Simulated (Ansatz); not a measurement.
The relaxed structure here is a generated cell of CeO2: the first start was made by a random draw of sites in a space group, and the end was not matched to a known phase here, so it may be hypothetical. Known forms of CeO2 include space group No. 225.

The end point of a relaxation of CeO$_{2}$. Space group F222 (No. 22). These are r2SCAN (plane waves to 500 eV, PAW, scalar-relativistic; Ansatz, an electronic-structure program) values and carry that method's errors.

```cif
data_Ce2O4
_chemical_formula_sum 'Ce2 O4'
_space_group_name_H-M_alt 'P 1'
_space_group_IT_number 1
_cell_length_a 5.30147
_cell_length_b 5.27761
_cell_length_c 5.25908
_cell_angle_alpha 60.416
_cell_angle_beta 59.965
_cell_angle_gamma 59.619
loop_
_space_group_symop_operation_xyz
  'x, y, z'
loop_
_atom_site_label
_atom_site_type_symbol
_atom_site_fract_x
_atom_site_fract_y
_atom_site_fract_z
_atom_site_occupancy
Ce1 Ce 0.52389 0.52389 0.97611 1
Ce2 Ce 0.97611 0.97611 0.52389 1
O1 O 0.25000 0.25000 0.25000 1
O2 O 0.00000 0.00000 0.00000 1
O3 O 0.58328 0.91672 0.91672 1
O4 O 0.91672 0.58328 0.58328 1
```

```json
{
 "volume_per_atom": "17.34 Å³",
 "band_gap": "no clear gap: the sampled points leave 0.04 eV away from the symmetry points, which may be a band crossing missed between them",
 "smallest_direct_gap": "0.09 eV at Γ",
 "magnetic_moment": "zero (the starting moments vanished)",
 "shortest_distances": "Ce–O 2.06 Å; O–O 2.47 Å; Ce–Ce 3.40 Å",
 "k-mesh": "11×11×11"
}
```

Band energies at high-symmetry points (eV from the VBM; labels of this space group; no spin-orbit coupling), from −5 eV up to 5.0 eV:

| point | energies |
|---|---|
| Γ | -4.05 -3.86 -3.57 -3.36 -3.29 -3.21 -2.81 -1.55 -1.41 -1.15 -0.93 -0.05 0.04 0.89 0.90 1.09 1.11 1.13 1.20 1.47 1.50 1.60 1.66 1.77 1.90 1.98 2.19 2.37 |
| Y | -4.15 -3.69 -3.64 -3.43 -3.20 -3.08 -3.01 -2.12 -1.80 -1.42 -1.00 -0.71 0.79 0.81 1.01 1.01 1.05 1.16 1.39 1.40 1.41 1.50 1.67 1.71 1.92 2.17 3.04 3.57 4.34 4.54 |
| C0 | -4.28 -4.25 -3.68 -3.40 -3.29 -2.74 -2.67 -1.97 -1.88 -1.51 -1.21 -0.69 0.81 0.86 0.97 0.99 1.08 1.11 1.21 1.34 1.40 1.47 1.75 1.79 1.94 2.26 2.32 4.33 4.71 4.76 |
| A0 | -4.28 -4.25 -3.68 -3.40 -3.29 -2.74 -2.67 -1.97 -1.88 -1.51 -1.21 -0.69 0.81 0.86 0.97 0.99 1.08 1.11 1.21 1.34 1.40 1.47 1.75 1.79 1.94 2.26 2.32 4.33 4.71 4.76 |
| Z | -4.41 -4.22 -4.06 -3.63 -3.43 -3.22 -2.66 -1.95 -1.64 -1.30 -0.67 -0.67 0.85 0.91 0.95 0.96 1.10 1.12 1.24 1.27 1.36 1.44 1.76 1.82 1.93 2.08 2.47 4.27 4.40 |
| B0 | -4.40 -4.38 -4.19 -4.10 -3.31 -3.13 -2.56 -2.53 -2.00 -1.32 -0.65 -0.27 0.80 0.88 0.90 1.07 1.08 1.14 1.22 1.37 1.39 1.49 1.81 1.89 1.97 2.45 2.86 3.54 4.74 |
| D0 | -4.40 -4.38 -4.19 -4.10 -3.31 -3.13 -2.56 -2.53 -2.00 -1.32 -0.65 -0.27 0.80 0.88 0.90 1.07 1.08 1.14 1.22 1.37 1.39 1.49 1.81 1.89 1.97 2.45 2.86 3.54 4.74 |
| T | -4.83 -4.40 -4.16 -4.14 -3.43 -3.27 -2.73 -2.53 -2.38 -1.26 -0.60 -0.01 0.73 0.82 1.00 1.08 1.11 1.18 1.19 1.34 1.44 1.58 1.78 1.91 1.97 2.03 2.45 4.60 |

No spin polarisation in the result: the starting moments vanished. No Hubbard U is applied. The 4f state was not searched, so a lower electronic state may exist.

The run could not lose the symmetry of its start: the end is stationary, and may be a saddle point rather than a minimum.
